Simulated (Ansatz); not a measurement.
Sr₃AsN (anti-perovskite, Pm-3m) at seven volumes, PBEsol (plane waves, PAW; program Ansatz), scaled uniformly. One row is withheld.

```
V (Å³/atom)  P (GPa)
-----------  -------
23.320             ?
24.089          3.66
24.858          1.68
25.627          0.00
26.395         -1.45
27.164         -2.68
27.933         -3.74
```

Q: Fit the shown pressures and predict the withheld one.

A: Third-order Birch–Murnaghan: P = (3/2)B₀(x^(7/2) − x^(5/2))[1 + (3/4)(B′ − 4)(x − 1)] with x = (V₀/V)^(2/3). Least squares on the six rows gives V₀ = 25.625 Å³/atom, B₀ = 51.97 GPa, B′ = 4.21. At V = 23.320, x = 1.0649 and P = 5.98 GPa. The run itself gave 5.98 GPa.

The first step of the workflow began from a Materials Project structure, measured or hypothetical; the Crystallography Open Database copy checked does not list it. Its standing as an ambient phase is unchecked. Symmetry was held in the PBEsol relaxation; whether a distortion lowers the energy is not shown.

Potentials: the later of the program's two PAW sets.
